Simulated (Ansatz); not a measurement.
ZnSe in space group P-6m2 (No. 187; Zn on 1a, Se on 1f) at seven volumes, plane-wave PAW r²SCAN (Ansatz code), shape and atoms relaxed at each. One row is withheld.

```tsv
V (Å³/atom)	P (GPa)
17.828	8.02
18.416	4.94
19.003	2.27
19.591	-0.01
20.179	-1.93
20.767	?
21.354	-4.93
```

Question: Fit the shown pressures and predict the withheld one.

Answer: P = (3/2)B₀(x^(7/2) − x^(5/2))[1 + (3/4)(B′ − 4)(x − 1)] with x = (V₀/V)^(2/3). Least squares on the six rows gives V₀ = 19.593 Å³/atom, B₀ = 69.2 GPa, B′ = 4.37. At V = 20.767, x = 0.9619 and P = -3.55 GPa. The run itself gave -3.55 GPa.

The cell is a constructed one: a structure type filled with these elements; neither database checked (COD, Materials Project) lists it. It is not the phase usual at ambient conditions (space group No. 216). The cell was relaxed with r²SCAN under the symmetry of its start; whether a distortion lowers the energy is not shown.

Potentials: the later of the program's two PAW sets.
